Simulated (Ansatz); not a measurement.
## HfOs: energy along a strain

HfOs, Pm-3m, a = 3.239 Å (as given, not relaxed at this level: -3.2 GPa). The structure is a COD entry; whether it is the stable form wasn't checked. Ansatz: PBEsol, PAW, 420 eV, Γ-centred 14×14×14 mesh on 2 atoms, Gaussian smearing 0.15 eV; no spin polarisation. Cell vectors (Å): 3.239 0.000 0.000; 0.000 3.239 0.000; 0.000 0.000 3.239. The cell is strained by x per cent times the pattern (1 -1 0 0 0 0) in the order xx yy zz yz xz xy (engineering shears), with fractional coordinates held. y is the free energy over the start, V0 = 16.990 Å³/atom. Symmetry makes y even in x.

```
x (%) y (meV/atom)
-2.00             ?
-1.00          3.08
 0.00          0.00
 0.25          0.19
 0.50          0.77
 0.75          1.74
 1.25          4.82
 1.50          6.94
 1.75          9.43
```

**Question.** Fit y = c2 x² + c4 x⁴ to the other rows, get the stiffness along the pattern, and predict the missing energy.

**Answer.** Least squares on the rows shown. y = 3.089 x² − 0.003025 x⁴. The clamped-ion stiffness p·C·p = 2 × 30.89 eV × 160.2 / 16.990 Å³ = 583 GPa (second derivative at the start, which stands under stress). At x = -2.00 the fit asked for gives 12.31 meV/atom. The run gave 12.31 meV/atom, the same to the digits shown.

Spin–orbit coupling is left out, which can shift energies with elements as heavy as these.